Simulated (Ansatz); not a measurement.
V2SiN:
```
V2SiN
1.0
    2.89278     0.00000     0.00000
   -1.44639     2.50522     0.00000
    0.00000     0.00000    12.00839
V Si N
4 2 2
Direct
  0.66667   0.33333   0.58936
  0.33333   0.66667   0.41064
  0.33333   0.66667   0.08936
  0.66667   0.33333   0.91064
  0.66667   0.33333   0.25000
  0.33333   0.66667   0.75000
  0.00000   0.00000   0.50000
  0.00000   0.00000   0.00000
```

Relaxed with PBEsol.

**Question.** Decompose the optical modes at the zone centre into irreducible representations, and say which are infrared and Raman allowed.

**Answer.** Point group 6/mmm: Γ_opt = A1g + 2A2u + 2B1g + 2B2u + E1g + 2E1u + 2E2g + 2E2u. Infrared: A2u, E1u. Raman: A1g, E1g, E2g.

**Question.** Assign frequencies (DFPT, the program Ansatz at the PBEsol level (PAW)).

**Answer.** E2u 111, B2u 169, E2g 177, E1u 225, E1g 232, E2g 257, B1g 262, A1g 336, A2u 394, B1g 413, B2u 577, A2u 580, E1u 606, E2u 613 cm⁻¹.

Subscripts of B labels follow the axes of the standard setting.

Space group P6_3/mmc. The start of the workflow was typed in or built on a structure type; neither database checked (COD, Materials Project) lists it. Its standing as an ambient phase is unchecked. The cell was relaxed with PBEsol under the symmetry of its start; whether a distortion lowers the energy is not shown. The workflow began spin-polarised and lost its moments. As this level gives no gap, phonon frequencies hold no LO–TO term and depend on the k-mesh and smearing (Fermi–Dirac, 0.1 eV here).

Potentials: the later of the program's two PAW sets.
